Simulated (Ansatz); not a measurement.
TiSi (CsCl type, space group No. 221), a = b = c = 3.079 Å, α = β = γ = 90.00°.

This is the PBEsol-relaxed structure.

**Question.** All from PBEsol in the plane-wave PAW code Ansatz, unless another level is named. Give the electronic character.

**Answer.** metallic (no gap).

**Question.** Predict the density of states at the Fermi level.

**Answer.** 1.4 states/eV per atom (mean over ±0.08 eV).

**Question.** Predict the formation energy from the elements (no fitted shifts).

**Answer.** -0.35 eV/atom.

Space group Pm-3m (CsCl type). The cell is a constructed one: a structure type filled with these elements; neither database checked (COD, Materials Project) lists it. COD files the formula under space group No. 25, so this cell is another polymorph or a model. Whether it is the stable phase at ambient conditions was not checked. The cell was relaxed with PBEsol under the symmetry of its start. At this level the phase is mechanically unstable. No spin polarisation was allowed. The references are the lowest solids computed at this level, not always the standard phases.

Potentials: the later of the program's two PAW sets.
